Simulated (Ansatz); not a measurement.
ZrRu (rock salt, Fm-3m) under volume change, the program Ansatz at the PBEsol level (PAW), scaled uniformly.

```tsv
V (Å³/atom)	E − E(relaxed) (meV/atom)	P (GPa)
16.810	84.9	17.77
17.364	35.7	10.89
17.918	8.4	5.02
18.472	0.0	0.00
19.027	7.6	-4.29
19.581	29.0	-7.96
20.135	62.0	-11.09
```

Q: What does a third-order Birch–Murnaghan fit give for V₀, B₀ and B′?

A: V₀ = 18.47 Å³/atom, B₀ = 154 GPa, B′ = 4.2.

The start of the workflow was typed in or built on a structure type; neither database checked (COD, Materials Project) lists it. COD files the formula under space group No. 221. Whether it is the stable phase at ambient conditions was not checked. The cell was relaxed with PBEsol under the symmetry of its start. At this level the phase is mechanically unstable. No spin polarisation was allowed.

Potentials: the later of the program's two PAW sets.
